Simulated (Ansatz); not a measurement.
AlRu₅: rattling a relaxed structure

The cell was found from a proposed guess, not taken from experiment.

These are results of DFT PBE, scalar-relativistic, plane waves, PAW (Ansatz 0.2.0), not measurements. Plane waves to 420 eV, a k mesh through Γ of 12×12×4 on the computed 6-atom cell and Gaussian smearing (0.10 eV); no spin polarisation.

The cell below (6 atoms, space group P4/mmm (No. 123)) is relaxed within its symmetry.

```
CELL_PARAMETERS angstrom
2.74603 0.00000 0.00000
0.00000 2.74603 0.00000
0.00000 0.00000 10.99468
ATOMIC_POSITIONS crystal
Al 0.00000 0.00000 0.00000
Ru 0.50000 0.50000 0.16303
Ru 0.00000 0.00000 0.32678
Ru 0.50000 0.50000 0.83697
Ru 0.00000 0.00000 0.67322
Ru 0.50000 0.50000 0.50000
```

For the test a repeat of it with 12 atoms (edges 2.75, 2.75, 21.99 Å) was strained at random (σ = 1.5 % a component), the atoms were moved at random (σ = 0.10 Å), and all was relaxed again on a coarse 8×8×1 mesh (in the run’s order of axes) with 0.20 eV smearing, with no symmetry imposed.

Q: Does it come back?

A: It returns, within 1 meV/atom of the unmoved cell on that mesh and with the same symmetry when read at 0.1 Å. So it is stable against the distortions that fit this cell and that this random move excites. Modes that don't fit the cell aren't tested.
